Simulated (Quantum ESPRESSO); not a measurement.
Si3O4FN, finding a planted mistake in a log

A calculation, not a measurement. The program is pw.x of Quantum ESPRESSO 7.5 (plane-wave density functional theory). The cell is made up: 9 atoms on a quartz lattice, with randomly drawn elements, strain and displacements, not relaxed. PseudoDojo standard norm-conserving files (v0.5 for PBE, v0.4.1 for LDA and PBEsol) set the functional; there is no spin polarisation, spin-orbit coupling or dispersion term, and the masses in the input are unused placeholders.

Intended input:

```
&control calculation='scf', pseudo_dir='./dojo.nc.sr.pbe.v0_5.standard.upf', outdir='./o', disk_io='medium', tprnfor=.true., tstress=.true. /
&system ibrav=0, nat=9, ntyp=4, nbnd=30, ecutwfc=84.00895049, nosym=.true., tot_charge=0,
 occupations='smearing', smearing='fd', degauss=0.0018374661
/
&electrons conv_thr=7.350e-09, electron_maxstep=60, /
ATOMIC_SPECIES
F 1.0 F.upf
N 1.0 N.upf
O 1.0 O.upf
Si 1.0 Si.upf
CELL_PARAMETERS angstrom
5.1385 0.0 0.0
-2.5692 4.45 0.0
0.0 0.0 5.64
ATOMIC_POSITIONS angstrom
Si 2.3903 0.0173 3.7575
Si -1.1803 2.0575 1.9058
Si 1.3814 2.3506 0.0115
O 1.3951 1.2108 4.4511
O 3.3788 0.6497 2.5337
O 2.93 2.5795 0.6248
F 0.2646 1.8361 1.2353
O -1.0847 3.2796 3.0938
N 0.7861 3.7919 4.9571
K_POINTS automatic
5 5 4 1 1 1
```

The log is shortened where brackets say so; the opening notice, blank lines, dates and the lines on written files are dropped, and the path of the files is cut. It prints rydbergs, bohrs and kilobars, and counts compression as positive stress. Where no state is partly filled, the Fermi energy that it prints is only some level between the filled and the empty states on the mesh, and need not lie in the true gap.

Log of the intended run:

```
     Program PWSCF v.7.5
     Parallel version (MPI & OpenMP), running on       1 processor cores
     Number of MPI processes:                 1
     Threads/MPI process:                     1
     [start-up lines left out]
     bravais-lattice index     =            0
     lattice parameter (alat)  =       9.7104  a.u.
     unit-cell volume          =     870.3062 (a.u.)^3
     number of atoms/cell      =            9
     number of atomic types    =            4
     number of electrons       =        48.00
     number of Kohn-Sham states=           30
     kinetic-energy cutoff     =      84.0090  Ry
     charge density cutoff     =     336.0358  Ry
     scf convergence threshold =      7.3E-09
     mixing beta               =       0.7000
     number of iterations used =            8  plain     mixing
     Exchange-correlation= PBE
                           (   1   4   3   4   0   0   0)
     [axes and pseudopotential details left out]
   Cartesian axes
     site n.     atom                  positions (alat units)
         1        Si     tau(   1) = (   0.4651747   0.0033667   0.7312445  )
         2        Si     tau(   2) = (  -0.2296974   0.4004087   0.3708864  )
         3        Si     tau(   3) = (   0.2688333   0.4574487   0.0022380  )
         4        O      tau(   4) = (   0.2714995   0.2356330   0.8662256  )
         5        O      tau(   5) = (   0.6575460   0.1264377   0.4930816  )
         6        O      tau(   6) = (   0.5702053   0.5019947   0.1215919  )
         7        F      tau(   7) = (   0.0514936   0.3573222   0.2404009  )
         8        O      tau(   8) = (  -0.2110927   0.6382407   0.6020823  )
         9        N      tau(   9) = (   0.1529824   0.7379391   0.9646979  )
     number of k points=    50  Fermi-Dirac smearing, width (Ry)=  0.0018
                       cart. coord. in units 2pi/alat
        k(    1) = (   0.1000000   0.1732067   0.1138852), wk =   0.0400000
        k(    2) = (   0.1000000   0.1732067   0.3416556), wk =   0.0400000
     [further k points left out]
     Dense  grid:    90495 G-vectors     FFT dimensions: (  60,  60,  64)
     Estimated max dynamical RAM per process >     115.67 MB
     Initial potential from superposition of free atoms
     starting charge      47.9981, renormalised to      48.0000
     Starting wfcs are   36 randomized atomic wfcs
     total cpu time spent up to now is       17.8 secs
     per-process dynamical memory:    88.1 Mb
     Self-consistent Calculation
     iteration #  1     ecut=    84.01 Ry     beta= 0.70
     Davidson diagonalization with overlap
     ethr =  1.00E-02,  avg # of iterations =  3.0
     total cpu time spent up to now is       51.9 secs
     total energy              =    -227.13560686 Ry
     estimated scf accuracy    <       2.66386283 Ry
     iteration #  2     ecut=    84.01 Ry     beta= 0.70
     Davidson diagonalization with overlap
     ethr =  5.55E-03,  avg # of iterations =  3.0
     total cpu time spent up to now is      100.3 secs
     total energy              =    -227.53531944 Ry
     estimated scf accuracy    <       3.35896249 Ry
     [iterations 3 to 10 left out]
     iteration # 11     ecut=    84.01 Ry     beta= 0.70
     Davidson diagonalization with overlap
     ethr =  1.65E-09,  avg # of iterations =  3.8
     total cpu time spent up to now is      443.8 secs
     total energy              =    -228.29753551 Ry
     estimated scf accuracy    <       0.00000006 Ry
     iteration # 12     ecut=    84.01 Ry     beta= 0.70
     Davidson diagonalization with overlap
     ethr =  1.20E-10,  avg # of iterations =  2.1
     total cpu time spent up to now is      483.4 secs
     End of self-consistent calculation
     [lines on levels left out]
     the Fermi energy is     4.9958 ev
!    total energy              =    -228.29753552 Ry
     estimated scf accuracy    <          3.4E-09 Ry
     smearing contrib. (-TS)   =      -0.00000000 Ry
     internal energy E=F+TS    =    -228.29753552 Ry
     The total energy is F=E-TS. E is the sum of the following terms:
     one-electron contribution =    -117.11511400 Ry
     hartree contribution      =      82.38432143 Ry
     xc contribution           =     -60.41193324 Ry
     ewald contribution        =    -133.15480973 Ry
     convergence has been achieved in  12 iterations
     Forces acting on atoms (cartesian axes, Ry/au):
     atom    1 type  4   force =     0.06460184   -0.01352957    0.11993013
     atom    2 type  4   force =    -0.21646376    0.07507378    0.07746106
     atom    3 type  4   force =     0.06442389    0.15635802   -0.21481378
     atom    4 type  3   force =     0.01814476   -0.03826095   -0.00298555
     atom    5 type  3   force =     0.00929060    0.05525561   -0.01624632
     atom    6 type  3   force =     0.01157053   -0.04872725    0.08223794
     atom    7 type  1   force =     0.05422432   -0.04953142    0.01654635
     atom    8 type  3   force =    -0.02257984   -0.07854426   -0.11971489
     atom    9 type  2   force =     0.01678765   -0.05809396    0.05758506
     Total force =     0.447329     Total SCF correction =     0.000047
     Computing stress (Cartesian axis) and pressure
          total   stress  (Ry/bohr**3)                   (kbar)     P=      -87.62
  -0.00024138   0.00012315  -0.00030108          -35.51       18.12      -44.29
   0.00012315  -0.00082382  -0.00000669           18.12     -121.19       -0.98
  -0.00030108  -0.00000669  -0.00072169          -44.29       -0.98     -106.16
     init_run     :     15.20s CPU     17.63s WALL (       1 calls)
     electrons    :    441.93s CPU    465.67s WALL (       1 calls)
     forces       :      8.15s CPU      8.30s WALL (       1 calls)
     stress       :     31.97s CPU     32.16s WALL (       1 calls)
     [timing details left out]
     PWSCF        :   8m17.63s CPU   8m45.03s WALL
     JOB DONE.
```

A second run was made from an input with one planted mistake. Its log:

```
     Program PWSCF v.7.5
     Parallel version (MPI & OpenMP), running on       1 processor cores
     Number of MPI processes:                 1
     Threads/MPI process:                     1
     [start-up lines left out]
     bravais-lattice index     =            0
     lattice parameter (alat)  =       9.7104  a.u.
     unit-cell volume          =     870.3062 (a.u.)^3
     number of atoms/cell      =            9
     number of atomic types    =            4
     number of electrons       =        48.00
     number of Kohn-Sham states=           30
     kinetic-energy cutoff     =      84.0090  Ry
     charge density cutoff     =     336.0358  Ry
     scf convergence threshold =      7.3E-09
     mixing beta               =       0.7000
     number of iterations used =            8  plain     mixing
     Exchange-correlation= PBE
                           (   1   4   3   4   0   0   0)
     [axes and pseudopotential details left out]
   Cartesian axes
     site n.     atom                  positions (alat units)
         1        Si     tau(   1) = (   0.4651747   0.0033667   0.7312445  )
         2        Si     tau(   2) = (  -0.2296974   0.4004087   0.3708864  )
         3        Si     tau(   3) = (   0.2688333   0.4574487   0.0022380  )
         4        O      tau(   4) = (   0.2714995   0.2356330   0.8662256  )
         5        O      tau(   5) = (   0.6575460   0.1264377   0.4930816  )
         6        O      tau(   6) = (   0.5702053   0.5019947   0.1215919  )
         7        F      tau(   7) = (   0.0514936   0.3573222   0.2404009  )
         8        O      tau(   8) = (  -0.2110927   0.6382407   0.6020823  )
         9        N      tau(   9) = (   0.1529824   0.7379391   0.9646979  )
     number of k points=     4  Fermi-Dirac smearing, width (Ry)=  0.0018
                       cart. coord. in units 2pi/alat
        k(    1) = (   0.2500000   0.4330169   0.2277704), wk =   0.5000000
        k(    2) = (   0.2500000   0.4330169  -0.2277704), wk =   0.5000000
     [further k points left out]
     Dense  grid:    90495 G-vectors     FFT dimensions: (  60,  60,  64)
     Estimated max dynamical RAM per process >     115.67 MB
     Initial potential from superposition of free atoms
     starting charge      47.9981, renormalised to      48.0000
     Starting wfcs are   36 randomized atomic wfcs
     total cpu time spent up to now is        4.0 secs
     per-process dynamical memory:    86.0 Mb
     Self-consistent Calculation
     iteration #  1     ecut=    84.01 Ry     beta= 0.70
     Davidson diagonalization with overlap
     ethr =  1.00E-02,  avg # of iterations =  3.0
     total cpu time spent up to now is        8.4 secs
     total energy              =    -227.13586972 Ry
     estimated scf accuracy    <       2.66346696 Ry
     iteration #  2     ecut=    84.01 Ry     beta= 0.70
     Davidson diagonalization with overlap
     ethr =  5.55E-03,  avg # of iterations =  3.0
     total cpu time spent up to now is       12.7 secs
     total energy              =    -227.49529782 Ry
     estimated scf accuracy    <       3.47365675 Ry
     [iterations 3 to 10 left out]
     iteration # 11     ecut=    84.01 Ry     beta= 0.70
     Davidson diagonalization with overlap
     ethr =  1.59E-09,  avg # of iterations =  4.0
     total cpu time spent up to now is       51.9 secs
     total energy              =    -228.29815877 Ry
     estimated scf accuracy    <       0.00000006 Ry
     iteration # 12     ecut=    84.01 Ry     beta= 0.70
     Davidson diagonalization with overlap
     ethr =  1.20E-10,  avg # of iterations =  2.0
     total cpu time spent up to now is       56.1 secs
     End of self-consistent calculation
     [lines on levels left out]
     the Fermi energy is     5.5412 ev
!    total energy              =    -228.29815878 Ry
     estimated scf accuracy    <          4.3E-09 Ry
     smearing contrib. (-TS)   =       0.00000000 Ry
     internal energy E=F+TS    =    -228.29815878 Ry
     The total energy is F=E-TS. E is the sum of the following terms:
     one-electron contribution =    -117.11390203 Ry
     hartree contribution      =      82.38160636 Ry
     xc contribution           =     -60.41105338 Ry
     ewald contribution        =    -133.15480973 Ry
     convergence has been achieved in  12 iterations
     Forces acting on atoms (cartesian axes, Ry/au):
     atom    1 type  4   force =     0.06436396   -0.01366614    0.11905630
     atom    2 type  4   force =    -0.21639259    0.07470809    0.07772380
     atom    3 type  4   force =     0.06461109    0.15579858   -0.21418206
     atom    4 type  3   force =     0.01826925   -0.03778950   -0.00297733
     atom    5 type  3   force =     0.00940909    0.05503462   -0.01623753
     atom    6 type  3   force =     0.01146026   -0.04866196    0.08115847
     atom    7 type  1   force =     0.05476956   -0.04928086    0.01608414
     atom    8 type  3   force =    -0.02248225   -0.07798615   -0.11906043
     atom    9 type  2   force =     0.01599163   -0.05815669    0.05843463
     Total force =     0.446109     Total SCF correction =     0.000050
     Computing stress (Cartesian axis) and pressure
          total   stress  (Ry/bohr**3)                   (kbar)     P=      -87.37
  -0.00024003   0.00011940  -0.00030143          -35.31       17.56      -44.34
   0.00011940  -0.00082139  -0.00000779           17.56     -120.83       -1.15
  -0.00030143  -0.00000779  -0.00072037          -44.34       -1.15     -105.97
     init_run     :      3.78s CPU      3.91s WALL (       1 calls)
     electrons    :     49.82s CPU     52.13s WALL (       1 calls)
     forces       :      1.12s CPU      1.18s WALL (       1 calls)
     stress       :      3.50s CPU      3.56s WALL (       1 calls)
     [timing details left out]
     PWSCF        :     58.36s CPU   1m 1.00s WALL
     JOB DONE.
```

Question: what was wrong in the second input?

Answer: the k-point mesh is too coarse. The input lines that differ, file-writing options aside:

```
- 5 5 4 1 1 1
+ 2 2 2 1 1 1
```

|  | intended run | run with the mistake |
| --- | --- | --- |
| free energy (eV) | -3106.146 | -3106.155 |
| smearing term -TS (eV) | 0.0000 | 0.0000 |
| pressure (GPa) | -8.76 | -8.74 |
| largest force component (eV/Å) | 5.566 | 5.564 |
| largest change of a force component (eV/Å) |  | 0.028 |
| iterations | 12 | 12 |

For scale, a rerun of the intended cell at a cutoff of 1437 eV and k mesh 7 x 7 x 6 moved values by no more than 0.002 eV in energy, 0.02 GPa in stress and 0.002 eV/Å in force.